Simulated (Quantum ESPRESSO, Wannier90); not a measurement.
**Wannier functions of PbS (Pnma)**

Cell from Materials Project (mp-1078500), symmetrised, no further relaxation. Not found in the COD (Crystallography Open Database) copy used, which has the formula in other groups; not checked further. Level: PBEsol, no spin polarisation, no spin-orbit coupling; pw.x of Quantum ESPRESSO at 50 Ry with PseudoDojo potentials, 4×6×6 k-points, Wannier90. Density: 4×8×8 mesh, Gaussian smearing 0.01 Ry. Spin-orbit coupling is left out although heavy elements are present.

On the energy scale of pw.x, whose zero is arbitrary, the valence-band maximum lies at 7.48 eV.

Input w.win:

```
num_bands = 20
num_wann = 20
exclude_bands = 1-20,41-68
num_iter = 1000
conv_tol = 1.0e-6
conv_window = 4
write_hr = true
write_u_matrices = true
auto_projections = true
begin unit_cell_cart
ang
   12.0278400000    0.0000000000    0.0000000000
    0.0000000000    4.2249700000    0.0000000000
    0.0000000000    0.0000000000    4.2750200000
end unit_cell_cart
begin atoms_frac
Pb  -0.1286500000  0.2500000000  0.1649000000
Pb   0.1286500000 -0.2500000000 -0.1649000000
Pb  -0.3713500000 -0.2500000000 -0.3351000000
Pb   0.3713500000  0.2500000000  0.3351000000
S   -0.3564000000  0.2500000000  0.1079100000
S    0.3564000000 -0.2500000000 -0.1079100000
S   -0.1436000000 -0.2500000000 -0.3920900000
S    0.1436000000  0.2500000000  0.3920900000
end atoms_frac
mp_grid = 4 6 6
begin kpoints
0.0000000000 0.0000000000 0.0000000000
0.0000000000 0.0000000000 0.1666666667
0.0000000000 0.0000000000 0.3333333333
... (141 more lines: the 4x6x6 mesh through Gamma)
end kpoints
```

Input of pw2wannier90.x that gives the overlap and projection files (equivalent; here they were cut from one run over all bands):

```
&inputpp
  outdir = './out'
  prefix = 'pwscf'
  seedname = 'w'
  write_amn = .true.
  write_mmn = .true.
  atom_proj = .true.
  atom_proj_exclude = 1 2 3 4 5 7 8 9 10 11 12 13 14 16 17 18 19 20 21 22 23 25 26 27 28 29 30 31 32 34 35 36
/
```

Output w.wout (banner and timings cut):

```
                                    ------
                                    SYSTEM
                                    ------

                              Lattice Vectors (Ang)
                    a_1    12.027840   0.000000   0.000000
                    a_2     0.000000   4.224970   0.000000
                    a_3     0.000000   0.000000   4.275020

                   Unit Cell Volume:     217.24482  (Ang^3)

                        Reciprocal-Space Vectors (Ang^-1)
                    b_1     0.522387   0.000000   0.000000
                    b_2     0.000000   1.487155   0.000000
                    b_3     0.000000   0.000000   1.469744

 *----------------------------------------------------------------------------*
 |   Site       Fractional Coordinate          Cartesian Coordinate (Ang)     |
 +----------------------------------------------------------------------------+
 | pb   1  -0.12865   0.25000   0.16490   |   -1.54738   1.05624   0.70495    |
 | pb   2   0.12865  -0.25000  -0.16490   |    1.54738  -1.05624  -0.70495    |
 | pb   3  -0.37135  -0.25000  -0.33510   |   -4.46654  -1.05624  -1.43256    |
 | pb   4   0.37135   0.25000   0.33510   |    4.46654   1.05624   1.43256    |
 | s    1  -0.35640   0.25000   0.10791   |   -4.28672   1.05624   0.46132    |
 | s    2   0.35640  -0.25000  -0.10791   |    4.28672  -1.05624  -0.46132    |
 | s    3  -0.14360  -0.25000  -0.39209   |   -1.72720  -1.05624  -1.67619    |
 | s    4   0.14360   0.25000   0.39209   |    1.72720   1.05624   1.67619    |
 *----------------------------------------------------------------------------*
                                ------------
                                K-POINT GRID
                                ------------

             Grid size =  4 x  6 x  6      Total points =  144

 *---------------------------------- MAIN ------------------------------------*
 |  Number of Wannier Functions               :                20             |
 |  Number of Objective Wannier Functions     :                20             |
 |  Number of input Bloch states              :                20             |
 |  Output verbosity (1=low, 5=high)          :                 1             |
 |  Timing Level (1=low, 5=high)              :                 1             |
 |  Optimisation (0=memory, 3=speed)          :                 3             |
 |  Length Unit                               :               Ang             |
 |  Post-processing setup (write *.nnkp)      :                 F             |
 |  Using Gamma-only branch of algorithms     :                 F             |
 *----------------------------------------------------------------------------*
 *------------------------------- WANNIERISE ---------------------------------*
 |  Total number of iterations                :              1000             |
 |  Number of CG steps before reset           :                 5             |
 |  Trial step length for line search         :             2.000             |
 |  Convergence tolerence                     :         0.100E-05             |
 |  Convergence window                        :                 4             |
 |  Iterations between writing output         :                 1             |
 |  Iterations between backing up to disk     :               100             |
 |  Write r^2_nm to file                      :                 F             |
 |  Write xyz WF centres to file              :                 F             |
 |  Write on-site energies <0n|H|0n> to file  :                 F             |
 |  Use guiding centre to control phases      :                 F             |
 |  Use phases for initial projections        :                 F             |
 *----------------------------------------------------------------------------*
 *-------------------------------- PLOTTING ----------------------------------*
 |  Plotting Hamiltonian in WF basis          :                 T             |
 *----------------------------------------------------------------------------*

       ... (k-mesh section left out)

 Starting a new Wannier90 calculation ...

 Reading overlaps from w.mmn

 Reading projections from w.amn

 *------------------------------- WANNIERISE ---------------------------------*
 +--------------------------------------------------------------------+<-- CONV
 | Iter  Delta Spread     RMS Gradient      Spread (Ang^2)            |<-- CONV
 +--------------------------------------------------------------------+<-- CONV

 ------------------------------------------------------------------------------
 Initial State
  WF centre and spread    1  ( -1.417739,  1.056242,  0.624073 )     2.20484432
  WF centre and spread    2  (  1.417739, -1.056242, -0.624073 )     2.20484432
  WF centre and spread    3  ( -4.596181, -1.056242, -1.513437 )     2.20484432
  WF centre and spread    4  (  4.596181,  1.056242,  1.513437 )     2.20484432
  WF centre and spread    5  ( -4.261464,  1.056242,  0.443687 )     1.38148983
  WF centre and spread    6  ( -4.272530,  1.056242,  0.391647 )     3.30597053
  WF centre and spread    7  ( -4.001300,  1.056242,  0.493248 )     3.25508001
  WF centre and spread    8  ( -4.274932,  1.056242,  0.303640 )     3.32273589
  WF centre and spread    9  (  4.261464, -1.056242, -0.443687 )     1.38148983
  WF centre and spread   10  (  4.272530, -1.056242, -0.391647 )     3.30597053
  WF centre and spread   11  (  4.001300, -1.056242, -0.493248 )     3.25508001
  WF centre and spread   12  (  4.274932, -1.056242, -0.303640 )     3.32273589
  WF centre and spread   13  ( -1.752456, -1.056242, -1.693823 )     1.38148983
  WF centre and spread   14  ( -1.741390, -1.056242, -1.745863 )     3.30597053
  WF centre and spread   15  ( -2.012620, -1.056242, -1.644262 )     3.25508001
  WF centre and spread   16  ( -1.738988, -1.056242, -1.833870 )     3.32273589
  WF centre and spread   17  (  1.752456,  1.056242,  1.693823 )     1.38148983
  WF centre and spread   18  (  1.741390,  1.056242,  1.745863 )     3.30597053
  WF centre and spread   19  (  2.012620,  1.056242,  1.644262 )     3.25508001
  WF centre and spread   20  (  1.738988,  1.056242,  1.833870 )     3.32273589
  Sum of centres and spreads ( -0.000000, -0.000000,  0.000000 )    53.88048231

      0     0.539E+02     0.0000000000       53.8804822901  <-- CONV
        O_D=      0.1651216 O_OD=     11.6695043 O_TOT=     53.8804823 <-- SPRD
 ------------------------------------------------------------------------------
      1    -0.565E+00     0.7920707784       53.3150395723  <-- CONV
        O_D=      0.1305945 O_OD=     11.1385887 O_TOT=     53.3150396 <-- SPRD
      2    -0.306E+00     0.8134423804       53.0087325412  <-- CONV
        O_D=      0.1080994 O_OD=     10.8547767 O_TOT=     53.0087325 <-- SPRD
      3    -0.234E+00     0.7536673811       52.7750794938  <-- CONV
        O_D=      0.1222591 O_OD=     10.6069640 O_TOT=     52.7750795 <-- SPRD
      4    -0.194E+00     0.7016899564       52.5814730430  <-- CONV
        O_D=      0.1200401 O_OD=     10.4155765 O_TOT=     52.5814730 <-- SPRD
      5    -0.138E+00     0.6383993838       52.4435096256  <-- CONV
        O_D=      0.1095880 O_OD=     10.2880653 O_TOT=     52.4435096 <-- SPRD
       ... (lines left out)
    100    -0.102E-01     0.1700514909       48.2005271616  <-- CONV
        O_D=      0.0742449 O_OD=      6.0804259 O_TOT=     48.2005272 <-- SPRD
       ... (lines left out)
    200    -0.213E-03     0.0255900460       47.9804293795  <-- CONV
        O_D=      0.0659883 O_OD=      5.8685848 O_TOT=     47.9804294 <-- SPRD
       ... (lines left out)
    300    -0.774E-05     0.0045621285       47.9739309509  <-- CONV
        O_D=      0.0654591 O_OD=      5.8626155 O_TOT=     47.9739310 <-- SPRD
       ... (lines left out)
    384    -0.673E-06     0.0013396075       47.9735838042  <-- CONV
        O_D=      0.0653716 O_OD=      5.8623558 O_TOT=     47.9735838 <-- SPRD
    385    -0.655E-06     0.0018735851       47.9735831493  <-- CONV
        O_D=      0.0653715 O_OD=      5.8623553 O_TOT=     47.9735831 <-- SPRD
    386    -0.812E-06     0.0013086440       47.9735823374  <-- CONV
        O_D=      0.0653714 O_OD=      5.8623545 O_TOT=     47.9735823 <-- SPRD
             <<<     Delta < 1.000E-06  over  4 iterations     >>>
             <<< Wannierisation convergence criteria satisfied >>>
 Final State
  WF centre and spread    1  ( -1.389744,  1.056242,  0.605603 )     2.50603725
  WF centre and spread    2  (  1.389744, -1.056242, -0.605603 )     2.50603725
  WF centre and spread    3  ( -4.624176, -1.056242, -1.531907 )     2.50603725
  WF centre and spread    4  (  4.624176,  1.056242,  1.531907 )     2.50603726
  WF centre and spread    5  ( -4.607083,  1.056243,  0.897515 )     2.02356824
  WF centre and spread    6  ( -4.402163,  1.056243, -0.150829 )     2.19263163
  WF centre and spread    7  ( -3.540768,  1.056243,  0.574243 )     2.14332622
  WF centre and spread    8  ( -4.274553,  1.056242,  0.311404 )     3.12783224
  WF centre and spread    9  (  4.607083, -1.056242, -0.897515 )     2.02356825
  WF centre and spread   10  (  4.402163, -1.056242,  0.150829 )     2.19263163
  WF centre and spread   11  (  3.540768, -1.056242, -0.574243 )     2.14332622
  WF centre and spread   12  (  4.274553, -1.056243, -0.311404 )     3.12783224
  WF centre and spread   13  ( -1.406837, -1.056243, -1.239995 )     2.02356825
  WF centre and spread   14  ( -1.611757, -1.056243, -2.288339 )     2.19263163
  WF centre and spread   15  ( -2.473152, -1.056243, -1.563267 )     2.14332622
  WF centre and spread   16  ( -1.739367, -1.056242, -1.826106 )     3.12783224
  WF centre and spread   17  (  1.406837,  1.056243,  1.239995 )     2.02356825
  WF centre and spread   18  (  1.611757,  1.056243,  2.288339 )     2.19263163
  WF centre and spread   19  (  2.473152,  1.056243,  1.563267 )     2.14332623
  WF centre and spread   20  (  1.739367,  1.056242,  1.826106 )     3.12783224
  Sum of centres and spreads ( -0.000000, -0.000000,  0.000000 )    47.97358236

         Spreads (Ang^2)       Omega I      =    42.045856361
        ================       Omega D      =     0.065371436
                               Omega OD     =     5.862354541
    Final Spread (Ang^2)       Omega Total  =    47.973582337
```
